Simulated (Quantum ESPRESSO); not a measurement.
SiGa2ZnP4, finding a planted mistake in a log

Simulated, not a measurement. The program is pw.x of Quantum ESPRESSO 7.5 (plane-wave density functional theory). The cell is made up: 8 atoms on a zincblende/diamond lattice, with randomly drawn elements, strain and displacements, not relaxed. PseudoDojo standard norm-conserving files (v0.5 for PBE, v0.4.1 for LDA and PBEsol) set the functional; there is no spin polarisation, spin-orbit coupling or dispersion term, and the masses in the input are unused placeholders.

Intended input:

```
&control calculation='scf', pseudo_dir='./dojo.nc.sr.pbe.v0_5.standard.upf', outdir='./o', disk_io='medium', tprnfor=.true., tstress=.true. /
&system ibrav=0, nat=8, ntyp=4, nbnd=41, ecutwfc=84.00895049, nosym=.true., tot_charge=0,
 occupations='smearing', smearing='fd', degauss=0.0018374661
/
&electrons conv_thr=7.350e-09, electron_maxstep=60, /
ATOMIC_SPECIES
Ga 1.0 Ga.upf
P 1.0 P.upf
Si 1.0 Si.upf
Zn 1.0 Zn.upf
CELL_PARAMETERS angstrom
5.4337 0.0 0.0
0.0 5.4337 0.0
0.0 0.0 5.4337
ATOMIC_POSITIONS angstrom
Si -0.0608 -0.0021 0.0411
Ga 0.0169 2.644 2.6973
Zn 2.7326 0.0426 2.7839
Ga 2.6755 2.731 -0.0576
P 1.4916 1.2866 1.3638
P 1.3704 4.0548 4.1311
P 4.0709 1.2806 4.0421
P 4.1817 4.1051 1.3579
K_POINTS automatic
4 4 4 1 1 1
```

The log is shortened where brackets say so; the opening notice, blank lines, dates and the lines on written files are dropped, and the path of the files is cut. It prints rydbergs, bohrs and kilobars, and counts compression as positive stress.

Log of the intended run:

```
     Program PWSCF v.7.5
     Parallel version (MPI & OpenMP), running on       1 processor cores
     Number of MPI processes:                 1
     Threads/MPI process:                     1
     [start-up lines left out]
     bravais-lattice index     =            0
     lattice parameter (alat)  =      10.2682  a.u.
     unit-cell volume          =    1082.6388 (a.u.)^3
     number of atoms/cell      =            8
     number of atomic types    =            4
     number of electrons       =        70.00
     number of Kohn-Sham states=           41
     kinetic-energy cutoff     =      84.0090  Ry
     charge density cutoff     =     336.0358  Ry
     scf convergence threshold =      7.3E-09
     mixing beta               =       0.7000
     number of iterations used =            8  plain     mixing
     Exchange-correlation= PBE
                           (   1   4   3   4   0   0   0)
     [axes and pseudopotential details left out]
   Cartesian axes
     site n.     atom                  positions (alat units)
         1        Si     tau(   1) = (  -0.0111894  -0.0003865   0.0075639  )
         2        Ga     tau(   2) = (   0.0031102   0.4865929   0.4964021  )
         3        Zn     tau(   3) = (   0.5028986   0.0078400   0.5123397  )
         4        Ga     tau(   4) = (   0.4923901   0.5026041  -0.0106005  )
         5        P      tau(   5) = (   0.2745091   0.2367816   0.2509892  )
         6        P      tau(   6) = (   0.2522038   0.7462318   0.7602738  )
         7        P      tau(   7) = (   0.7491948   0.2356773   0.7438946  )
         8        P      tau(   8) = (   0.7695861   0.7554889   0.2499034  )
     number of k points=    32  Fermi-Dirac smearing, width (Ry)=  0.0018
                       cart. coord. in units 2pi/alat
        k(    1) = (   0.1250000   0.1250000   0.1250000), wk =   0.0625000
        k(    2) = (   0.1250000   0.1250000   0.3750000), wk =   0.0625000
     [further k points left out]
     Dense  grid:   112451 G-vectors     FFT dimensions: (  60,  60,  60)
     Estimated max dynamical RAM per process >     153.13 MB
     Initial potential from superposition of free atoms
     starting charge      69.9933, renormalised to      70.0000
     Starting wfcs are   48 randomized atomic wfcs
     total cpu time spent up to now is       11.3 secs
     per-process dynamical memory:    85.8 Mb
     Self-consistent Calculation
     iteration #  1     ecut=    84.01 Ry     beta= 0.70
     Davidson diagonalization with overlap
     ethr =  1.00E-02,  avg # of iterations =  3.8
     Threshold (ethr) on eigenvalues was too large:
     Diagonalizing with lowered threshold
     Davidson diagonalization with overlap
     ethr =  4.58E-04,  avg # of iterations =  4.5
     total cpu time spent up to now is       72.1 secs
     total energy              =    -787.91785389 Ry
     estimated scf accuracy    <       0.32295366 Ry
     iteration #  2     ecut=    84.01 Ry     beta= 0.70
     Davidson diagonalization with overlap
     ethr =  4.61E-04,  avg # of iterations =  2.1
     total cpu time spent up to now is       97.7 secs
     total energy              =    -787.98747727 Ry
     estimated scf accuracy    <       0.11566844 Ry
     [iterations 3 to 8 left out]
     iteration #  9     ecut=    84.01 Ry     beta= 0.70
     Davidson diagonalization with overlap
     ethr =  2.81E-10,  avg # of iterations =  2.5
     total cpu time spent up to now is      274.0 secs
     total energy              =    -788.01474060 Ry
     estimated scf accuracy    <       0.00000001 Ry
     iteration # 10     ecut=    84.01 Ry     beta= 0.70
     Davidson diagonalization with overlap
     ethr =  1.83E-11,  avg # of iterations =  3.8
     total cpu time spent up to now is      305.3 secs
     End of self-consistent calculation
     [lines on levels left out]
!    total energy              =    -788.01474061 Ry
     estimated scf accuracy    <          3.8E-09 Ry
     smearing contrib. (-TS)   =      -0.00000000 Ry
     internal energy E=F+TS    =    -788.01474061 Ry
     The total energy is F=E-TS. E is the sum of the following terms:
     one-electron contribution =    -570.21333984 Ry
     hartree contribution      =     320.90190979 Ry
     xc contribution           =    -148.23962549 Ry
     ewald contribution        =    -390.46368508 Ry
     convergence has been achieved in  10 iterations
     Forces acting on atoms (cartesian axes, Ry/au):
     atom    1 type  3   force =     0.05431770    0.00404576   -0.01448337
     atom    2 type  1   force =     0.02672498    0.00553495    0.00170614
     atom    3 type  4   force =    -0.00578309   -0.05222547   -0.01397760
     atom    4 type  1   force =     0.04397743   -0.01309351    0.03148725
     atom    5 type  2   force =    -0.05751625    0.00104517   -0.02217753
     atom    6 type  2   force =    -0.04446962    0.04264363   -0.02725727
     atom    7 type  2   force =     0.02610062    0.02080359    0.04153131
     atom    8 type  2   force =    -0.04335177   -0.00875413    0.00317107
     Total force =     0.152061     Total SCF correction =     0.000196
     Computing stress (Cartesian axis) and pressure
          total   stress  (Ry/bohr**3)                   (kbar)     P=        8.37
   0.00004936   0.00000422   0.00006489            7.26        0.62        9.55
   0.00000422   0.00004323  -0.00014315            0.62        6.36      -21.06
   0.00006489  -0.00014315   0.00007821            9.55      -21.06       11.50
     init_run     :     10.18s CPU     11.17s WALL (       1 calls)
     electrons    :    282.28s CPU    294.04s WALL (       1 calls)
     forces       :      4.99s CPU      5.03s WALL (       1 calls)
     stress       :     19.97s CPU     20.07s WALL (       1 calls)
     [timing details left out]
     PWSCF        :   5m17.62s CPU   5m30.66s WALL
     JOB DONE.
```

A second run was made from an input with one planted mistake. Its log:

```
     Program PWSCF v.7.5
     Parallel version (MPI & OpenMP), running on       1 processor cores
     Number of MPI processes:                 1
     Threads/MPI process:                     1
     [start-up lines left out]
     bravais-lattice index     =            0
     lattice parameter (alat)  =      10.2682  a.u.
     unit-cell volume          =    1082.6388 (a.u.)^3
     number of atoms/cell      =            8
     number of atomic types    =            4
     number of electrons       =        70.00
     number of Kohn-Sham states=           41
     kinetic-energy cutoff     =      84.0090  Ry
     charge density cutoff     =     336.0358  Ry
     scf convergence threshold =      7.3E-09
     mixing beta               =       0.7000
     number of iterations used =            8  plain     mixing
     Exchange-correlation= PBE
                           (   1   4   3   4   0   0   0)
     [axes and pseudopotential details left out]
   Cartesian axes
     site n.     atom                  positions (alat units)
         1        Si     tau(   1) = (  -0.0111894  -0.0003865   0.0075639  )
         2        Ga     tau(   2) = (   0.0031102   0.4865929   0.4964021  )
         3        Zn     tau(   3) = (   0.5028986   0.0078400   0.5123397  )
         4        Ga     tau(   4) = (   0.4923901   0.5026041  -0.0106005  )
         5        P      tau(   5) = (   0.2745091   0.2367816   0.2509892  )
         6        P      tau(   6) = (   0.2522038   0.7462318   0.7602738  )
         7        P      tau(   7) = (   0.7491948   0.2356773   0.7438946  )
         8        P      tau(   8) = (   0.7695861   0.7554889   0.2499034  )
     number of k points=     4  Fermi-Dirac smearing, width (Ry)=  0.0018
                       cart. coord. in units 2pi/alat
        k(    1) = (   0.2500000   0.2500000   0.2500000), wk =   0.5000000
        k(    2) = (   0.2500000   0.2500000  -0.2500000), wk =   0.5000000
     [further k points left out]
     Dense  grid:   112451 G-vectors     FFT dimensions: (  60,  60,  60)
     Estimated max dynamical RAM per process >     153.13 MB
     Initial potential from superposition of free atoms
     starting charge      69.9933, renormalised to      70.0000
     Starting wfcs are   48 randomized atomic wfcs
     total cpu time spent up to now is        2.3 secs
     per-process dynamical memory:    84.2 Mb
     Self-consistent Calculation
     iteration #  1     ecut=    84.01 Ry     beta= 0.70
     Davidson diagonalization with overlap
     ethr =  1.00E-02,  avg # of iterations =  5.0
     Threshold (ethr) on eigenvalues was too large:
     Diagonalizing with lowered threshold
     Davidson diagonalization with overlap
     ethr =  4.91E-04,  avg # of iterations =  3.5
     total cpu time spent up to now is        8.3 secs
     total energy              =    -787.87601047 Ry
     estimated scf accuracy    <       0.34621637 Ry
     iteration #  2     ecut=    84.01 Ry     beta= 0.70
     Davidson diagonalization with overlap
     ethr =  4.95E-04,  avg # of iterations =  3.0
     total cpu time spent up to now is       11.2 secs
     total energy              =    -787.95073530 Ry
     estimated scf accuracy    <       0.11975450 Ry
     [iterations 3 to 8 left out]
     iteration #  9     ecut=    84.01 Ry     beta= 0.70
     Davidson diagonalization with overlap
     ethr =  2.67E-10,  avg # of iterations =  3.2
     total cpu time spent up to now is       31.8 secs
     total energy              =    -787.97887324 Ry
     estimated scf accuracy    <       0.00000001 Ry
     iteration # 10     ecut=    84.01 Ry     beta= 0.70
     Davidson diagonalization with overlap
     ethr =  1.90E-11,  avg # of iterations =  3.5
     total cpu time spent up to now is       34.7 secs
     End of self-consistent calculation
     [lines on levels left out]
!    total energy              =    -787.97887324 Ry
     estimated scf accuracy    <          3.0E-09 Ry
     smearing contrib. (-TS)   =      -0.00000000 Ry
     internal energy E=F+TS    =    -787.97887324 Ry
     The total energy is F=E-TS. E is the sum of the following terms:
     one-electron contribution =    -570.23198455 Ry
     hartree contribution      =     320.98918744 Ry
     xc contribution           =    -148.27239105 Ry
     ewald contribution        =    -390.46368508 Ry
     convergence has been achieved in  10 iterations
     Forces acting on atoms (cartesian axes, Ry/au):
     atom    1 type  3   force =     0.05495432    0.00222369   -0.01417798
     atom    2 type  1   force =     0.02715498    0.00598855    0.00177546
     atom    3 type  4   force =    -0.00540000   -0.05208602   -0.01409191
     atom    4 type  1   force =     0.04399874   -0.01330611    0.03155093
     atom    5 type  2   force =    -0.06098929    0.00151801   -0.02434023
     atom    6 type  2   force =    -0.04672501    0.04263348   -0.02488415
     atom    7 type  2   force =     0.02799297    0.02040892    0.04397491
     atom    8 type  2   force =    -0.04098672   -0.00738051    0.00019297
     Total force =     0.154448     Total SCF correction =     0.000181
     Computing stress (Cartesian axis) and pressure
          total   stress  (Ry/bohr**3)                   (kbar)     P=       11.77
   0.00007367   0.00000245   0.00006585           10.84        0.36        9.69
   0.00000245   0.00006475  -0.00013457            0.36        9.52      -19.80
   0.00006585  -0.00013457   0.00010153            9.69      -19.80       14.94
     init_run     :      2.11s CPU      2.22s WALL (       1 calls)
     electrons    :     30.13s CPU     32.36s WALL (       1 calls)
     forces       :      0.59s CPU      0.59s WALL (       1 calls)
     stress       :      2.00s CPU      2.04s WALL (       1 calls)
     [timing details left out]
     PWSCF        :     34.94s CPU     37.40s WALL
     JOB DONE.
```

Question: what was wrong in the second input?

Answer: the k-point mesh is too coarse. The input lines that differ, file-writing options aside:

```
- 4 4 4 1 1 1
+ 2 2 2 1 1 1
```

|  | intended run | run with the mistake |
| --- | --- | --- |
| free energy (eV) | -10721.487 | -10720.999 |
| smearing term -TS (eV) | 0.0000 | 0.0000 |
| pressure (GPa) | 0.84 | 1.18 |
| largest force component (eV/Å) | 1.479 | 1.568 |
| largest change of a force component (eV/Å) |  | 0.089 |
| iterations | 10 | 10 |

For scale, a rerun of the intended cell at 1437 eV and a 6 x 6 x 6 mesh moved values by no more than 0.009 eV in energy, 0.02 GPa in stress and 0.004 eV/Å in force.